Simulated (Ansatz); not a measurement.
Theory: DFT PBE, scalar-relativistic, plane waves, PAW in Ansatz 0.2.0. Cutoff 420 eV, Γ-centred meshes of about 0.25 Å⁻¹ or finer for metals and 0.3 Å⁻¹ for insulators (2π included), Gaussian smearing. Collinear spin where magnetic atoms keep a moment.

Relaxed structures of Ag3Os, with energies over the first row. Coordination counts all near atoms (those within 1.25 times the shortest distance at each site; a slash parts the counts of unlike sites).

| # | form | sites | V (Å³/atom) | coordination | ΔE (meV/atom) | moments |
| --- | --- | --- | --- | --- | --- | --- |
| 1 | P-6m2 | Ag 1a, 2i; Os 1b | 16.6 | Ag 12, Os 12 | 0 | no moments |
| 2 | P4/mmm | Ag 2g, 1c; Os 1d | 16.6 | Ag 12, Os 12 | 94 | no moments |

A further structure, relaxed alike (no moments):

```xyz
4
Lattice="2.7548 0.0000 0.0000 -1.3774 2.3857 0.0000 0.0000 0.0000 10.5939" Properties=species:S:1:pos:R:3 pbc="T T T"
Ag    1.3774    0.7952    2.7766
Ag    1.3774    0.7952    7.8172
Ag    0.0000    1.5905    5.2969
Os    1.3774    0.7952    0.0000
```

Problem. Place it among the others.

Solution. It is the highest, 170 meV/atom above row 1, with space group P-6m2 (No. 187) and 17.4 Å³/atom. Counting all near atoms, this cell has Ag 10/12, Os 8 and row 1 has Ag 12, Os 12. Around Ag on a site of symmetry 3m lie 6 Ag at 2.75 Å, 1 Os at 2.78 Å and 3 Ag at 2.98 Å; Ag on a site of symmetry -6m2 has 6 Ag at 2.75 Å and 6 Ag at 2.98 Å; Os is surrounded by 6 Os at 2.75 Å and 2 Ag at 2.78 Å.

Even the lowest cell shown lies +0.39 eV/atom against the elements' standard structures at this level. These runs have no spin–orbit coupling, which can matter for Os. Trial moments fell under 0.15 μB along the way in P4/mmm and P-6m2; another start might hold them. Row 1 has imaginary phonons (to 49i cm⁻¹ on its k mesh, which matters in a metal), so it may be a saddle point. A kick in its own cell came back all the same. Other cells relaxed within their symmetry can be saddle points. Some structure types and database cells were kept out of the candidates from the start, so a known form may be missing.
